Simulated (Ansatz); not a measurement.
The start is a generated cell, Au placed in the simple-cubic structure type. The structure is fully relaxed (lattice and positions, P = 0) with r2SCAN (plane waves to 500 eV, PAW, scalar-relativistic; Ansatz, a program for electronic structure). The first steps use a coarse 12×12×12 k-mesh.

The start:
```
CELL_PARAMETERS angstrom
      2.66919     0.00000     0.00000
      0.00000     2.66919     0.00000
      0.00000     0.00000     2.66919
ATOMIC_POSITIONS crystal
  Au 0.00000 0.00000 0.00000
```

Question: By how much does the energy per atom fall from start to end?

Answer: 0.03 eV/atom.

Question: What band gap does the relaxed structure have at this level?

Answer: No gap (metallic).

Question: Give the final cell and atomic positions.

Answer: 
Space group Pm-3m (No. 221); a = 2.7201 Å, b = 2.7201 Å, c = 2.7201 Å, α = 90.00°, β = 90.00°, γ = 90.00°

```csv
atom,site,symmetry,x,y,z
Au,1a,m-3m,0.0000,0.0000,0.0000
```

The space group stays Pm-3m (No. 221) (the run could not lower it); the end is simple cubic type, with 1 atom in the primitive cell. Final values are on a 17×17×17 k-mesh of the relaxed cell. No spin polarisation in the result.

The run could not lose the symmetry of its start, so the end can be a saddle point.

The relaxed structure here is a generated cell of Au: the first start was made by placing the elements on the sites of a structure type, and the end was not matched to a known phase here, so it may be hypothetical. Known forms of Au include space group No. 225.
